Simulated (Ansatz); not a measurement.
MgV$_{2}$O$_{6}$ (space group C2/m)

```
MgV2O6
1.0
    4.66387    -1.71929     0.00000
    4.66387     1.71929     0.00000
   -2.49476     0.00000     6.30999
Mg V O
1 2 6
Direct
  0.00000   0.00000   0.50000
  0.19524   0.19524   0.15967
  0.80476   0.80476   0.84033
  0.69152   0.69152   0.06361
  0.30848   0.30848   0.93639
  0.95826   0.95826   0.77325
  0.04174   0.04174   0.22675
  0.34890   0.34890   0.38534
  0.65110   0.65110   0.61466
```

The slice is a (100) plane (indices of the conventional cell) through the point (0.349, 0.349, 0.385) (fractional), spanned by u = [1 -1 0] and v = [001] in vectors of this cell: u (3.44 Å) and v (6.79 Å, at 90° to u). It covers one period; positions are fractions (u, v).

Computed with r2SCAN (plane waves to 500 eV, PAW, scalar-relativistic; Ansatz, a first-principles code). k mesh 10×10×5. Inside the PAW spheres the values are not all-electron values, and peaks at nuclei hang on which shells count as valence. MgV2O6 is run without spin polarisation. MgV2O6 was relaxed with its symmetry unable to fall.

Three fields on this plane, each scaled to ten steps between its own extremes (0 low, 9 high; the total valence density on a logarithmic scale, the potential cut 8 eV below its top; x marks points blanked near nuclei; v = 0 in the bottom row):

Map A
```
|xxx973000379xx|
|xxx851000158xx|
|99863000003689|
|76530000000356|
|22100000000012|
|00000000000000|
|11000000000001|
|65310000000135|
|99741000001479|
|xx97200000279x|
|xxx830010038xx|
|xxx821565128xx|
|xxx614xxx416xx|
|xx931xxxxx139x|
|88612xxxxx2168|
|652015xxx51025|
|2100023x320001|
|00011222221100|
|00013444443100|
|00013455543100|
|00001344431000|
|00000122210000|
|33100000000013|
|87520000000257|
|99973000003799|
|xxx962000269xx|
|xxx983000389xx|
|xxx984000489xx|
```

Map B
```
|xxx853212358xx|
|xxx753111357xx|
|88754211124578|
|66543211123456|
|44332222222334|
|33222222222223|
|33322222222233|
|55432223222345|
|77653333333567|
|xx86433333468x|
|xxx755555557xx|
|xxx867898768xx|
|xxx879xxx978xx|
|xx878xxxxx878x|
|77668xxxxx8667|
|555579xxx97555|
|3334689x986433|
|12235678765322|
|01134667664311|
|00124566654210|
|00013445443100|
|11112333332111|
|33221222221223|
|55432111112345|
|88653211123568|
|xxx743111347xx|
|xxx853212358xx|
|xxx864212468xx|
```

Map C
```
|xxx155545551xx|
|xxx466656664xx|
|00456766676540|
|34567777777654|
|44567888887654|
|55677888887765|
|66777888887776|
|77777777777777|
|56676544456766|
|xx24420002442x|
|xxx200000002xx|
|xxx000000000xx|
|xxx000xxx000xx|
|xx000xxxxx000x|
|34200xxxxx0024|
|663000xxx00036|
|7751000x000157|
|87640000000467|
|88764200024678|
|99887644467889|
|99998777778999|
|99998887888999|
|99998877788999|
|88988766678898|
|02777655567772|
|xxx565444565xx|
|xxx255434552xx|
|xxx055444550xx|
```

### Question
Assign the maps to these fields: electron localisation function (ELF); valence electron density; electrostatic potential energy of an electron, from the cell's mean.

### Answer
A is the electron localisation function (ELF); B is the valence electron density; C is the electrostatic potential energy of an electron, from the cell's mean.
